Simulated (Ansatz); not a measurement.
Computed with DFT PBE, scalar-relativistic, plane waves, PAW (Ansatz). Cutoff 420 eV, Γ-centred meshes of about 0.25 Å⁻¹ or finer for metals and 0.3 Å⁻¹ for insulators (2π included), Gaussian smearing. These runs have no spin polarisation.

These are static total energies at zero pressure.

Two forms of Cd₃CuO were relaxed alike.

A.

```yaml
crystal:
  lattice:
    - [3.25655, 0.00000, 0.00000]
    - [0.00000, 3.25655, 0.00000]
    - [0.00000, 0.00000, 8.21730]
  atoms:
    - { symbol: Cd, position: [0.50000, 0.50000, 0.68968] }
    - { symbol: Cd, position: [0.50000, 0.50000, 0.31032] }
    - { symbol: Cd, position: [0.00000, 0.00000, 0.00000] }
    - { symbol: Cu, position: [0.00000, 0.00000, 0.50000] }
    - { symbol: O, position: [0.50000, 0.50000, 0.00000] }
```

B.

```yaml
crystal:
  lattice:
    - [3.13960, 0.00000, 0.00000]
    - [0.00000, 3.13960, 0.00000]
    - [0.00000, 0.00000, 8.69727]
  atoms:
    - { symbol: Cd, position: [0.50000, 0.50000, 0.41578] }
    - { symbol: Cd, position: [0.00000, 0.00000, 0.06585] }
    - { symbol: Cd, position: [0.00000, 0.00000, 0.66378] }
    - { symbol: Cu, position: [0.50000, 0.50000, 0.85377] }
    - { symbol: O, position: [0.50000, 0.50000, 0.16101] }
```

**Question.** Which form is favoured at zero pressure, and by what margin per atom?

**Answer.** A is lower, by 12 meV/atom. A has space group P4/mmm (No. 123), 17.4 Å³/atom and no gap on its mesh; B has space group P4mm (No. 99), 17.1 Å³/atom and no gap. Counting Cd or Cu atoms around O (for each partner element, those within 1.25 times its shortest distance or 1.15 times the sum of covalent radii, where it is the nearest in units of that sum or under 1.3), A has O 6 and B has O 5. In A, Cd on a site of symmetry 4mm has 1 O at 2.55 Å, 4 Cu at 2.78 Å and 5 Cd at 3.12–3.26 Å; Cu is surrounded by 8 Cd at 2.78 Å and 4 Cu at 3.26 Å; around O lie 4 Cd at 2.30 Å and 2 Cd at 2.55 Å; 1 more site not described. In B, Cd on its first site has 1 O at 2.22 Å and 8 Cd at 3.10–3.14 Å; Cu has 1 O at 2.67 Å, 8 Cd at 2.77–2.89 Å and 4 Cu at 3.14 Å; O is surrounded by 1 Cd at 2.22 Å, 4 Cd at 2.37 Å and 1 Cu at 2.67 Å; 2 more sites not described. Both come from trial cells of a structure search, whose lowest cell (P4mm, 17.3 Å³/atom) lies 25 meV/atom below the lower of the two.

For metals, differences of a few meV/atom aren't resolved. No Hubbard U is applied to the 3d shell of Cu. Trial moments fell under 0.15 μB along the way in P4/mmm; another start might hold them. With atoms moved at random, B ended within 5 meV/atom of its own energy, in a cell of lower symmetry. With atoms moved at random, A (by 25 meV/atom) fell into a lower structure. Some structure types and database cells were kept out of the candidates from the start, so a known form may be missing.
